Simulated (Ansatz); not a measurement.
# Property card for TlBr

TlBr:
```cif
data_Br4Tl4
_chemical_formula_sum 'Tl4 Br4'
_space_group_name_H-M_alt 'Fm-3m'
_space_group_IT_number 225
_space_group_name_Hall '-F 4 2 3'
_cell_length_a 6.42089
_cell_length_b 6.42089
_cell_length_c 6.42089
_cell_angle_alpha 90.000
_cell_angle_beta 90.000
_cell_angle_gamma 90.000
loop_
_atom_site_label
_atom_site_type_symbol
_atom_site_symmetry_multiplicity
_atom_site_Wyckoff_symbol
_atom_site_fract_x
_atom_site_fract_y
_atom_site_fract_z
_atom_site_occupancy
Tl1 Tl 4 a 0.00000 0.00000 0.00000 1
Br1 Br 4 b 0.50000 0.50000 0.50000 1
```
(The calculation used a cell of 2 atoms; values per cell refer to that cell.)

Space group Fm-3m (No. 225), rock salt; conventional cell a = 6.4209 Å, b = 6.4209 Å, c = 6.4209 Å, α = 90.00°, β = 90.00°, γ = 90.00°.

Method: DFT-LDA in the program Ansatz with PAW potentials. Structure relaxed to zero pressure with the same functional. Other levels are named where they apply.

**Cell and energy**

- Volume per atom = 33.09 Å³
- Density = 7.13 g/cm³
- Formation energy from the elements (no fitted shifts) = -70 kJ/mol of atoms

**Electronic structure**

* **Band gap**: 1.49 eV (direct)
* **Valence-band maximum**: at L
* **Conduction-band minimum**: at L (4 equivalent valleys)
* **Electron effective mass**: 0.23, 0.27, 0.27 mₑ (principal values)
* **Electron effective mass with spin–orbit coupling**: 0.25 mₑ (isotropic)
* **Hole effective mass**: 0.29, 0.29, 0.31 mₑ (principal values)
* **Hole effective mass with spin–orbit coupling**: 0.27, 0.27, 0.29 mₑ (principal values)
* **HSE06 gap on the LDA cell**: 2.31 eV
* **Gap with spin–orbit coupling**: 1.26 eV

**Mechanics**

* **Bulk modulus (Birch–Murnaghan fit)**: 26.3 GPa
* **Pressure derivative B′**: 5.0
* **Elastic constants (relaxed ions, GPa)**: C11 = 63.0, C12 = 8.1, C44 = 2.8
* **Mechanical stability**: stable (all eigenvalues of C positive)
* **Hill bulk and shear moduli**: 26.4 and 8.5 GPa
* **Young's modulus**: 23.0 GPa
* **Poisson's ratio**: 0.35
* **Debye temperature from the elastic constants**: 114 K

**Dielectric response**

Electronic dielectric constant ε∞ (DFPT): 6.02
Born charges (a third of the trace): Tl +1.99, Br -1.99 e

**Charges**

* **Bader charges**: Tl +0.58, Br -0.58 e

The first step of the workflow began from a Materials Project structure, measured or hypothetical; the Crystallography Open Database copy checked does not list it. COD files the formula under space group No. 221. Its standing as an ambient phase is unchecked. The cell was relaxed with LDA under the symmetry of its start; its stability against distortions is not shown here. The references are the lowest solids computed at this level, not always the standard phases. Scalar-relativistic: spin–orbit coupling is off unless named, which matters more the heavier the elements.

Potentials: the later of the program's two PAW sets.
